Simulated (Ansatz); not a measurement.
## ZnIr under strains and displacements

Level of theory: Ansatz 0.2.0, DFT PBEsol, scalar-relativistic, plane waves, PAW.

Plane waves to 420 eV, a k mesh through Γ of 18×18×10 on the computed 2-atom cell and Gaussian smearing (0.10 eV); no spin polarisation.

Reference cell:

```
CELL_PARAMETERS angstrom
2.77718 0.00000 0.00000
-1.38859 2.40511 0.00000
0.00000 0.00000 4.16386
ATOMIC_POSITIONS crystal
Zn 0.66667 0.33333 0.50000
Ir 0.00000 0.00000 0.00000
```

Each variant moves atoms of this cell by the vectors given, if any (Å), and then applies a symmetric strain (tensor components, Cartesian axes). The reference cell isn't relaxed at this level. Energies are per atom at zero smearing, counted from the lowest variant. Pressure is positive in compression.

1. strain (xx yy zz yz xz xy, %) -3.20 -3.20 -1.70 0.00 0.00 0.00
2. strain (xx yy zz yz xz xy, %) -3.59 -3.59 2.41 0.00 0.00 0.00
3. strain (xx yy zz yz xz xy, %) 2.29 2.29 3.79 0.00 0.00 0.00
4. strain (xx yy zz yz xz xy, %) -6.03 -6.03 2.97 0.00 0.00 0.00
5. strain (xx yy zz yz xz xy, %) 1.78 1.78 3.28 0.00 0.00 0.00

```tsv
result	ΔE (meV/atom)	P (GPa)
A	93.9	24.74
B	0.0	9.10
C	13.5	18.45
D	57.6	-18.47
E	33.2	-16.28
```

Problem. Which variant gave which result?

Solution. A is 4, B is 2, C is 1, D is 3, E is 5. The pressure falls as the cell grows: from the smallest volume to the largest the variants are 4, 1, 2, 5, 3.

Spin–orbit coupling is left out, which can shift energies with elements as heavy as these.